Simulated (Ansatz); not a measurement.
ReB₂:
```
ReB2
1.0
    2.87290     0.00000     0.00000
   -1.43645     2.48800     0.00000
    0.00000     0.00000     7.41635
Re B
2 4
Direct
  0.66667   0.33333   0.75000
  0.33333   0.66667   0.25000
  0.66667   0.33333   0.45206
  0.33333   0.66667   0.54794
  0.33333   0.66667   0.95206
  0.66667   0.33333   0.04794
```

Relaxed with LDA. Special points in fractions of this cell's reciprocal vectors: Γ (0.000, 0.000, 0.000); M (0.500, 0.000, 0.000); K (0.333, 0.333, 0.000); A (0.000, 0.000, 0.500); L (0.500, 0.000, 0.500); H (0.333, 0.333, 0.500).

List the band energies nearest the Fermi level at these points for plane-wave PAW LDA (Ansatz code).

In eV from the Fermi level; about four levels below and three above (degenerate sets whole), none deeper than 8.9 eV; points with the same levels are listed once.

```json
[
 {"k": "Γ", "below": "-2.39 -2.39 -2.14 -2.14", "above": "0.25 0.25 2.43 2.43"},
 {"k": "M", "below": "-2.79 -1.87 -1.83 -1.00", "above": "2.76 2.95 3.98"},
 {"k": "K", "below": "-2.99 -2.99 -2.45 -0.86", "above": "2.05 2.05 3.91"},
 {"k": "A", "below": "-1.00 -1.00 -1.00 -1.00", "above": "3.87 3.87 3.87 3.87"},
 {"k": "L", "below": "-3.76 -3.76 -1.30 -1.30", "above": "1.94 1.94 3.13 3.13"},
 {"k": "H", "below": "-4.08 -4.08 -2.69 -2.69", "above": "0.80 0.80 2.49 2.49"}
]
```

Space group P6_3/mmc. The workflow started from a Materials Project entry (that database holds measured and hypothetical structures alike); the Crystallography Open Database files this formula in space group No. 194, but the cells were not matched. Whether it is the stable phase at ambient conditions was not checked. Symmetry was held in the LDA relaxation; of distortions, only those at the zone centre were tested. No spin polarisation was allowed. Spin–orbit coupling is left out wherever it is not named.

Potentials: the later of the program's two PAW sets.
